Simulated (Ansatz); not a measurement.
Polymorphs of BeSe, each relaxed with DFT-LDA in the program Ansatz with PAW potentials:

A: P4/nmm
a = b = 4.5379 Å, c = 4.1864 Å, α = β = γ = 90.00°

```json
[
 {"atom": "Be", "site": "2c", "symmetry": "4mm", "x": "0.5000", "y": "0.0000", "z": "0.0455"},
 {"atom": "Se", "site": "2a", "symmetry": "-4m2", "x": "0.0000", "y": "0.0000", "z": "0.0000"}
]
```

B: zinc blende (F-43m)
a = b = c = 5.0813 Å, α = β = γ = 90.00°

| atom | site | symmetry | x | y | z |
|---|---|---|---|---|---|
| Se | 4c | -43m | 0.2500 | 0.2500 | 0.2500 |
| Be | 4a | -43m | 0.0000 | 0.0000 | 0.0000 |

Order them by energy per atom at 0 K (lowest first) at the level LDA.

B (+0 meV/atom), A (+874 meV/atom)

Give each one's gap.

A no gap; B 2.40 eV.

Constructed cells (a structure type filled with these elements, in neither database checked): A. Weakly bound layers, chains or molecules computed without a dispersion correction, so cells and soft constants are ill determined: A. Unstable at this level: A. All cells were relaxed under the symmetry of their starts (and spin orders); stability against distortions was not tested throughout. Spin–orbit coupling is left out wherever it is not named.

Energies hold the estimated change up to a 700 eV cutoff; steps of a few meV lie near the error of the meshes.

Potentials: the later of the program's two PAW sets.
